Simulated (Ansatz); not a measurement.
A geometry of VSb away from equilibrium: the start of the relaxation of a relaxed VSb cell, doubled along one cell vector, shaken by Gaussian noise of σ = 0.08 Å a coordinate. These are PBE (plane waves to 420 eV, PAW, scalar-relativistic; Ansatz, a program for electronic structure) values and carry that method's errors. Γ-centred k-mesh 8×4×6 on the run's cell (coarser than for final values), Fermi–Dirac smearing 0.05 eV.

```xyz
8
Lattice="4.5646 0.0000 0.0000 -4.5646 7.9061 0.0000 0.0000 0.0000 5.8742" Properties=species:S:1:pos:R:3 pbc="T T T"
Sb    -0.0003     0.0093     0.0394
Sb    -2.4014     3.9947     0.0275
Sb    -0.0295     0.0864     2.9473
Sb    -2.1920     4.0452     2.9491
V      0.0190     2.5751     2.9790
V     -2.2745     6.5554     2.9975
V      2.2367     1.3929     2.9710
V      0.0238     5.3117     2.9669
```

Question: Which atoms carry the largest force, and which way does it point?

Answer: 1.76 eV/Å, on V5 (atoms numbered as listed); on V5 its components are (0.45, 1.70, 0.05).

Question: What is the pressure?

Answer: +0.4 GPa, compression positive.

Question: How far above the relaxed end point is this geometry?

Answer: 0.86 eV/atom; the path ends in P6/mmm (No. 191).

No spin polarisation in the result.

The end of the path is a generated cell of VSb: the first start was made by a random draw of sites in a space group, and the end was not matched to a known phase here, so it may be hypothetical.
